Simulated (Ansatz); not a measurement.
The start is a relaxed Al cell displaced along its unstable phonon at q = (½, 0, 0) of its primitive reciprocal cell (114i cm⁻¹), largest move 0.15 Å. Cell shape, volume and atoms are optimised at zero target pressure with r2SCAN (plane waves to 500 eV, PAW, scalar-relativistic; Ansatz, a quantum-chemistry and plane-wave program). The first steps use a coarse 7×14×14 k-mesh.

The start:
```yaml
crystal:
  lattice:
    - [-3.18861, 3.18861, 3.18861]
    - [1.59431, -1.59431, 1.59431]
    - [1.59431, 1.59431, -1.59431]
  atoms:
    - { symbol: Al, position: [0.00000, 0.96674, 0.03326] }
    - { symbol: Al, position: [0.50000, 0.03326, 0.96674] }
```

```yaml
largest_initial_force: 0.13 eV/Å, on Al1, Al2 (atoms numbered as listed)
energy_released: 0.06 eV/atom
volume_change: -1.2 %, from 16.21 to 16.01 Å³/atom
relative_to_the_parent: "It does not go back: it reaches P6₃/mmc (No. 194), hcp (Mg type), 0.07 eV/atom below the parent"
Shortest distances (start → end): "The closest pairs of elements (up to four, under 3.6 Å), start → end: Al–Al 2.76 → 2.82 Å"
band_gap_at_the_end: zero (metallic)
optimiser_moves: 14
```

The end point of the relaxation:

```cif
data_Al2
_chemical_formula_sum 'Al2'
_space_group_name_H-M_alt 'P63/mmc'
_space_group_IT_number 194
_space_group_name_Hall '-P 6c 2c'
_cell_length_a 2.81744
_cell_length_b 2.81744
_cell_length_c 4.65873
_cell_angle_alpha 90.000
_cell_angle_beta 90.000
_cell_angle_gamma 120.000
loop_
_atom_site_label
_atom_site_type_symbol
_atom_site_symmetry_multiplicity
_atom_site_Wyckoff_symbol
_atom_site_fract_x
_atom_site_fract_y
_atom_site_fract_z
_atom_site_occupancy
Al1 Al 2 c 0.33333 0.66667 0.25000 1
```

Final values are on a 19×19×10 k-mesh of the relaxed cell. No spin polarisation in the result.

The run could not lose the symmetry of its start: the end is stationary, and may be a saddle point rather than a minimum.

The relaxed structure here is a generated cell of Al: the first start was made by placing the elements on the sites of a structure type, and the end was not matched to a known phase here, so it may be hypothetical. Known forms of Al include space group No. 225.
